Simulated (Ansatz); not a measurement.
# SCF log, CoSi

CoSi is taken as a measured crystal structure (space group P2_13), 8 atoms in the cell. Source: COD entry 1010036; it may be a high-temperature, high-pressure or metastable form.

Computed with DFT, PBEsol, PAW, plane waves, scalar-relativistic in Ansatz development build ahead of 0.2.0.

The input:

```yaml
crystal:
  lattice:
    - [4.438, 0.0, 0.0]
    - [0.0, 4.438, 0.0]
    - [0.0, 0.0, 4.438]
  atoms:
    - { symbol: Co, position: [0.14, 0.14, 0.14], spin: 3.0 }
    - { symbol: Co, position: [0.36, 0.86, 0.64], spin: -3.0 }
    - { symbol: Co, position: [0.64, 0.36, 0.86], spin: -3.0 }
    - { symbol: Co, position: [0.86, 0.64, 0.36], spin: -3.0 }
    - { symbol: Si, position: [0.843, 0.843, 0.843] }
    - { symbol: Si, position: [0.657, 0.157, 0.343] }
    - { symbol: Si, position: [0.343, 0.657, 0.157] }
    - { symbol: Si, position: [0.157, 0.343, 0.657] }
magnetization:
  spin_polarized: true
hamiltonian:
  xc: pbesol
  pseudopotentials: { kind: paw }
basis:
  ecutwfc: 420
kpoints:
  mp_grid: { grid: [5, 5, 5] }
scf:
  occupations: { method: fermi_dirac, width: 0.1 }
  lower_state_search: "off"
output:
  forces: true
  stress: true
```

Command:
```sh
ansatz run input.yaml --threads 2 --pin off --max-ram 5120MiB --backend cpu --events-out ev --progress --plain --runs-dir out
```

What the program printed (shortened):

```
Pseudopotentials: kind: paw
Pseudopotential: Co, paw, valence charge 17, recommended cutoff 420 eV (normal), Co.paw.azcp
Pseudopotential: Si, paw, valence charge 4, recommended cutoff 420 eV (normal), Si.paw.azcp
Functional definition: PBEsol
Crystal: 8 atoms, lattice volume = 87.410 Å³
Basis set: ecut = 420 eV, 1743 PW (Γ), exchange–correlation on 60×60×60 points (8 copies of the dense FFT grid, shifted against one another)
Bands: 58, of which v1, the nominal top of the filled ones, is band 42 counted from 1 (41 counted from 0)
Symmetry: 3 space group operations
Space group: R3 (ITA 146), of the structure as read, at distance tolerance 4.4e-5 Å
Magnetic group: BNS 146.10 (UNI 1240), of the structure as read, at distance tolerance 4.4e-5 Å
k-points: 23 of 125 (time reversal used)
Non-local potential: Co, projectors of the file, l = 0: 3, l = 1: 2, l = 2: 3, l = 3: 1
Non-local potential: Si, projectors of the file, l = 0: 2, l = 1: 2, l = 2: 2
PAW frozen core: Co, regenerated for the run's functional, and the local potential with it (the file was generated under x = pbe(κ = 0.804, μ = 0.2195149727645171), c = pbe(β = 0.06672455060314922))
PAW frozen core: Si, regenerated for the run's functional, and the local potential with it (the file was generated under x = pbe(κ = 0.804, μ = 0.2195149727645171), c = pbe(β = 0.06672455060314922))
Initial density: superposition of atomic densities (chi_scale 0.1, normalization cell)
Starting moments: Σ|m| = 12 μB on 4 of 8 sites
Initial wavefunctions: pseudopotential atomic-orbital guess
Functional: x = pbesol(κ = 0.804, μ = 0.12345679012345678), c = pbesol(β = 0.046)
SCF iter   1: F=—  HF=-22860.629846 eV  |F-HF|=—  |Δ(HF+E_count)|=         —  Δρ=1.80e-1 (↑1.80e-1 ↓1.56e-1)  dr2=4.27e0  dr2_m=2.21e1  M=-1.444 μB ∫|m|=5.156 μB  β_m=0.30  ethr=3.10e-3  ⟨swp⟩=6.5  Hψ=10535  notcnv=0  defer=50
preconditioner: auto → Kerker (q_TF=auto, 2.710 Å⁻¹)  [metal: Δε(μ)=0.003 eV  Ē_g=9.202 eV  σ=0.100 eV  W_gap=0.01  n_scr=26 (ndim 8)  ℏωp=28.6 eV  f_vac=0.000  D(μ)=5.20/eV (n_scr^D=56)]
spin=Collinear: Kerker preconditioning applied to the charge; magnetization (m = ρ↑ − ρ↓) channel mixes plain (no charge-response kernel on spin).
SCF iter   2: F=—  HF=-22860.189202 eV  |F-HF|=—  |Δ(HF+E_count)|=   4.41e-1  Δρ=1.68e-1 (↑1.52e-1 ↓1.68e-1)  dr2=1.41e0  dr2_m=2.02e1  M=-1.679 μB ∫|m|=5.596 μB  β_m=0.30  ethr=3.10e-3  ⟨swp⟩=2.0  Hψ=3512  notcnv=0  defer=245
Mixer restart at iter 2: flushing history
spin-set hold released at iteration 2 (the charge has settled, or the pull on large starting moments outlasts its swing): the magnetisation degrees of freedom join the quasi-Newton model from the next iteration; the mixer history was flushed
SCF iter   3: F=—  HF=-22861.372185 eV  |F-HF|=—  |Δ(HF+E_count)|=    1.18e0  Δρ=1.38e-1 (↑1.38e-1 ↓1.28e-1)  dr2=1.31e0  dr2_m=1.40e1  M=-1.207 μB ∫|m|=4.821 μB  β_m=0.50  ethr=1.68e-3  ⟨swp⟩=2.0  Hψ=3003  notcnv=0  defer=245
SCF iter   4: F=—  HF=-22866.854556 eV  |F-HF|=—  |Δ(HF+E_count)|=    5.48e0  Δρ=1.85e-1 (↑9.12e-2 ↓1.85e-1)  dr2=4.79e1  dr2_m=2.08e0  M=-0.599 μB ∫|m|=2.103 μB  β_m=0.23  ethr=1.57e-3  ⟨swp⟩=3.2  Hψ=5901  notcnv=0  defer=243  recentre
SCF iter   5: F=—  HF=-22863.263253 eV  |F-HF|=—  |Δ(HF+E_count)|=    3.59e0  Δρ=6.39e-2 (↑6.39e-2 ↓5.25e-2)  dr2=7.23e-1  dr2_m=2.50e0  M=-0.418 μB ∫|m|=2.744 μB  β_m=0.30  ethr=1.57e-3  ⟨swp⟩=3.0  Hψ=5692  notcnv=0  defer=202
SCF iter   6: F=—  HF=-22863.598712 eV  |F-HF|=—  |Δ(HF+E_count)|=   3.35e-1  Δρ=1.53e-2 (↑1.45e-2 ↓1.53e-2)  dr2=1.38e-1  dr2_m=1.34e-1  M=-0.003 μB ∫|m|=0.829 μB  β_m=0.57  ethr=8.61e-4  ⟨swp⟩=2.8  Hψ=4773  notcnv=0  defer=210
[... 3 iterations left out ...]
SCF iter  10: F=—  HF=-22863.713752 eV  |F-HF|=—  |Δ(HF+E_count)|=   4.40e-4  Δρ=1.99e-3 (↑7.47e-4 ↓1.99e-3)  dr2=1.77e-3  dr2_m=1.14e-3  M=0.012 μB ∫|m|=0.051 μB  β_m=0.97  ethr=1.99e-6  ⟨swp⟩=2.1  Hψ=3538  notcnv=0  defer=212
SCF iter  11: F=—  HF=-22863.713815 eV  |F-HF|=—  |Δ(HF+E_count)|=   6.34e-5  Δρ=1.23e-3 (↑9.31e-4 ↓1.23e-3)  dr2=1.60e-3  dr2_m=5.04e-4  M=0.006 μB ∫|m|=0.037 μB  β_m=0.99  ethr=1.99e-6  ⟨swp⟩=2.0  Hψ=3263  notcnv=0  defer=212
SCF iter  12: F=—  HF=-22863.713806 eV  |F-HF|=—  |Δ(HF+E_count)|=   9.28e-6  Δρ=4.83e-4 (↑4.83e-4 ↓4.15e-4)  dr2=7.14e-5  dr2_m=1.41e-4  M=0.004 μB ∫|m|=0.018 μB  β_m=0.99  ethr=1.91e-6  ⟨swp⟩=1.0  Hψ=2424  notcnv=0  defer=212
SCF iter  13: F=—  HF=-22863.713875 eV  |F-HF|=—  |Δ(HF+E_count)|=   6.89e-5  Δρ=2.01e-4 (↑1.77e-4 ↓2.01e-4)  dr2=1.03e-4  dr2_m=3.16e-7  M=0.000 μB ∫|m|=0.001 μB  β_m=1.00  ethr=8.50e-8  ⟨swp⟩=2.1  Hψ=3553  notcnv=0  defer=212
SCF iter  14: F=—  HF=-22863.713870 eV  |F-HF|=—  |Δ(HF+E_count)|=   4.72e-6  Δρ=7.96e-5 (↑7.96e-5 ↓7.36e-5)  dr2=1.57e-5  dr2_m=9.79e-9  M=0.000 μB ∫|m|=0.000 μB  β_m=0.81  ethr=8.50e-8  ⟨swp⟩=1.1  Hψ=2453  notcnv=0  defer=212
SCF iter  15: F=—  HF=-22863.713863 eV  |F-HF|=—  |Δ(HF+E_count)|=   7.09e-6  Δρ=4.73e-5 (↑4.73e-5 ↓4.55e-5)  dr2=6.11e-6  dr2_m=2.84e-9  M=0.000 μB ∫|m|=0.000 μB  β_m=0.80  ethr=1.87e-8  ⟨swp⟩=1.0  Hψ=2424  notcnv=0  defer=212
SCF iter  16: F=—  HF=-22863.713862 eV  |F-HF|=—  |Δ(HF+E_count)|=   3.41e-7  Δρ=1.10e-5 (↑9.05e-6 ↓1.10e-5)  dr2=2.77e-7  dr2_m=1.07e-9  M=0.000 μB ∫|m|=0.000 μB  β_m=0.90  ethr=7.27e-9  ⟨swp⟩=1.0  Hψ=2424  notcnv=0  defer=212
iter 17 did not close the SCF: its close was put off for a magnetic moment that had not settled (scf_convergence_deferred on its scf_iter line)
SCF iter  17: F=-22863.713862 eV  HF=-22863.713862 eV  |F-HF|=4.66e-8  |Δ(HF+E_count)|=   1.12e-8  Δρ=4.56e-6 (↑4.56e-6 ↓4.11e-6)  dr2=5.14e-8  dr2_m=9.48e-11  M=0.000 μB ∫|m|=0.000 μB  β_m=0.95  ethr=1.19e-10  ⟨swp⟩=3.1  Hψ=6742  notcnv=0
SCF iter  18: F=-22863.713862 eV  HF=-22863.713862 eV  |F-HF|=2.47e-10  |Δ(HF+E_count)|=   3.12e-9  Δρ=4.01e-7 (↑4.01e-7 ↓2.40e-7)  dr2=2.48e-10  dr2_m=1.85e-11  M=-0.000 μB ∫|m|=0.000 μB  ethr=6.12e-11  ⟨swp⟩=2.0  Hψ=6859  notcnv=0
WARN: the starting moments were not kept: the SCF closed with an absolute magnetisation of 9.7e-6 μB, where they sum to 12 μB in size (4 sites). That is at most 0.1 of that sum. Measured as dr2_m measures the in/out step, that magnetisation stands 4.2e-11 eV from none, at or under the dr2_threshold of 1.0e-7 eV: it is no larger than a step whose dr2_m would equal this threshold. The system may hold no moment; this SCF shows only that its start led to no more than that. [...]
SCF 1 converged in 18 iterations: F = -22863.713862 eV  dr2 = 2.48e-10
  greatest PAW one-centre occupation: 1.001 electrons in one spin orbital (limit 2), on the Co atom at site 0 (counted from 0), in its partial waves of l = 1
SCF converged after 18 iterations
Magnetization: -0.0000 μB (42.0000 up, 42.0000 down)
Absolute magnetization: 0.0000 μB (∫|ρ↑−ρ↓|, with the PAW one-centre terms)
Spin contamination: 0.0000 ħ² per cell (⟨S²⟩ above its minimum at these occupations)
Per-site moments (μB) at R_I (Å): [(2.3040e-6, 0.9417), (-1.6690e-6, 0.9417), (-1.6690e-6, 0.9417), (-1.6690e-6, 0.9417), (1.1045e-7, 0.9417), (4.3208e-8, 0.9417), (4.3208e-8, 0.9417), (4.3208e-8, 0.9417)]
Free energy (F): -22863.713862 eV
Harris-Foulkes:  -22863.713862 eV  (|F-HF|=2.47e-10)
Internal energy: -22863.633219 eV  (E = F + TS)
E sigma→0 (E₀):  -22863.673541 eV
Entropy (-TS):   -0.080643 eV (-10.080 meV/atom)
Fermi energy:    16.585320 eV
--- Per-component energies (eV) ---
  E_band       = -957.457815
  E_kinetic    = 2010.123173
  E_local      = -14255.871648  (includes V_loc(G=0)·N_el)
  E_nonlocal   = 1929.326191
  E_hartree    = 6177.529615
  E_xc         = -862.895105
  E_vxc        = -1022.994870  (∫ρ·V_xc dr)
  E_paw        = -7933.572867  (= ΣΔE_a)
  E_vpaw       = -1973.100338  (= ΣTr[D̂ρ^β])
  E_aug_tail   = 0.000304  (compensation charges beyond the density's cutoff)
  E_ewald      = -9929.152802
  E_core_change = 0.879920  (= ΣΔE_core)
  E_smearing   = -0.080643  (= −TS)
  E_closure    = 0.000000  (closes the sum)
  Σ components = -22863.713862   (vs F -22863.713862, Δ=0.00e0)
--- Forces (eV/Å), atoms counted from 1 ---
  atom   1  Co     0.12848016     0.12848016     0.12848016
  atom   2  Co    -0.12848055    -0.12848150     0.12848263
  atom   3  Co     0.12848263    -0.12848055    -0.12848150
  atom   4  Co    -0.12848150     0.12848263    -0.12848055
  atom   5  Si    -0.04094662    -0.04094662    -0.04094662
  atom   6  Si     0.04094484     0.04094498    -0.04094463
  atom   7  Si    -0.04094463     0.04094484     0.04094498
  atom   8  Si     0.04094498    -0.04094463     0.04094484
  max |Σ_I F_I| component: 6.95e-7 eV/Å
--- Stress (GPa, compression-positive) ---
       -7.067959      -0.000000      -0.000000
       -0.000000      -7.067959      -0.000000
       -0.000000      -0.000000      -7.067959
  P = ⅓ Tr σ = -7.0680 GPa (-70.680 kbar)
```

The log names the space group R3, not the crystal's P2_13, as the starting moments make like atoms unequal.

The program warns that the starting moments weren't kept.

The run took 17 s on 2 threads of Arm Neoverse V2, on a shared host, peak memory 0.44 GiB.
